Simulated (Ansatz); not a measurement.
InP:
```
CELL_PARAMETERS angstrom
      4.17315     0.00000     0.00000
     -2.08658     3.61406     0.00000
      0.00000     0.00000    13.66586
ATOMIC_POSITIONS crystal
  In 0.66667 0.33333 0.00001
  P  0.66667 0.33333 0.18770
  In 0.00000 0.00000 0.25011
  P  0.00000 0.00000 0.43718
  In 0.33333 0.66667 0.50001
  P  0.33333 0.66667 0.68770
  In 0.00000 0.00000 0.75011
  P  0.00000 0.00000 0.93718
```

Relaxed with r²SCAN. Special points in fractions of this cell's reciprocal vectors: Γ (0.000, 0.000, 0.000); M (0.500, 0.000, 0.000); K (0.333, 0.333, 0.000); A (0.000, 0.000, 0.500); L (0.500, 0.000, 0.500); H (0.333, 0.333, 0.500).

Problem. List the band energies nearest the valence-band maximum at these points for plane-wave PAW r²SCAN with spin–orbit coupling (Ansatz code).

Solution. In eV from the valence-band maximum; about four levels below and three above (degenerate sets whole), none deeper than 8.9 eV; points with the same levels are listed once.

| k | below | above |
|---|---|---|
| Γ | -0.03 -0.03 0.00 0.00 | 1.03 1.03 1.64 1.64 |
| M | -1.30 -1.30 -1.02 -1.02 | 1.80 1.80 1.89 1.89 |
| K | -1.99 -1.99 -1.93 -1.49 -1.49 | 2.88 2.88 3.42 3.42 |
| A | -0.18 -0.18 -0.18 -0.18 | 1.75 1.75 1.75 1.75 |
| L | -1.28 -1.28 -1.28 -1.28 | 2.17 2.17 2.17 2.17 |
| H | -1.81 -1.81 -1.80 -1.80 | 2.82 2.82 2.84 2.84 |

Space group P6_3mc. The start of the workflow was typed in or built on a structure type; the Crystallography Open Database copy checked does not list it. It is not the phase usual at ambient conditions (space group No. 216). Symmetry was held in the r²SCAN relaxation; its stability against distortions is not shown here.

Potentials: the earlier of the program's two PAW sets.
